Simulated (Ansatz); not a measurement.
Values for one crystal, relaxed and computed with the program Ansatz at the r²SCAN level (PAW); other levels are named.

| Quantity | Value |
|---|---|
| Volume per atom | 27.96 Å³ |
| Band gap | 1.71 eV (smallest direct gap 1.74 eV) |
| Electron effective mass | 0.33, 0.38, 0.58 mₑ (principal values) |
| Formation energy from the elements (no fitted shifts) | -0.42 eV/atom |
| Valence-band maximum | off the standard path, at k = (0.427, -0.161, -0.146) |
| Hole effective mass | 0.37, 0.54, 1.2 mₑ (principal values) |
| Conduction-band minimum | off the standard path, at k = (0.411, 0.266, -0.375) |

### Question
Pick the material that matches.
A. TlSbS2, P-1 (Pearson symbol aP16)
B. KLaGeS4, P2_1 (Pearson symbol mP14)
C. NaTl2GaF6, Fm-3m (Na on 4b, Tl on 8c, Ga on 4a, F on 24e)
D. MgO, rock salt

### Answer
A, TlSbS2, P-1 (Pearson symbol aP16)

The workflow started from an entry of the Crystallography Open Database (COD). Its standing as an ambient phase is unchecked. The cell was relaxed with r²SCAN under the symmetry of its start; whether a distortion lowers the energy is not shown. The references are the lowest solids computed at this level, not always the standard phases. Scalar-relativistic: spin–orbit coupling is off unless named, which matters more the heavier the elements.

Potentials: the later of the program's two PAW sets.
